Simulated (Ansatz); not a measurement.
AlCo (CsCl type)

```yaml
crystal:
  lattice:
    - [2.82274, 0.00000, 0.00000]
    - [0.00000, 2.82274, 0.00000]
    - [0.00000, 0.00000, 2.82274]
  atoms:
    - { symbol: Al, position: [0.00000, 0.00000, 0.00000] }
    - { symbol: Co, position: [0.50000, 0.50000, 0.50000] }
```

The slice is a {210} plane (indices of the conventional cell) through the point (0.000, 0.000, 0.000) (fractional), spanned by u = [100] and v = [021] in vectors of this cell: u (2.82 Å) and v (6.31 Å, at 90° to u). It covers one period; positions are fractions (u, v).

Calculation: PBEsol (plane waves to 420 eV, PAW, scalar-relativistic; Ansatz, a first-principles code). k mesh 16×16×16. Inside the PAW spheres the values are not all-electron values, and peaks at nuclei hang on which shells count as valence. AlCo is run without spin polarisation. AlCo was relaxed with its symmetry unable to fall.

Question: Sketch the electrostatic potential energy of an electron, from the cell's mean on this plane as a map.

Answer: 
```
v \ u  0.00  0.15  0.31  0.46  0.62  0.77  0.92
-----  ----  ----  ----  ----  ----  ----  ----
0.86      x   1.1   6.2   7.5   7.2   4.3     x
0.71    9.1   7.1     x     x     x     x   8.7
0.57    7.6   7.9   7.2   4.9   6.1   7.8   7.7
0.43    7.6   7.9   7.2   4.9   6.1   7.8   7.7
0.29    9.1   7.1     x     x     x     x   8.7
0.14      x   1.1   6.2   7.5   7.2   4.3     x
0.00      x     x     x   7.5   4.2     x     x
```

Values: electrostatic potential energy of an electron, from the cell's mean, in eV. Points within 1 Å of a nucleus are blanked (x), as the pseudised field means little there. The zero, the cell's mean, hangs on the PAW cores.
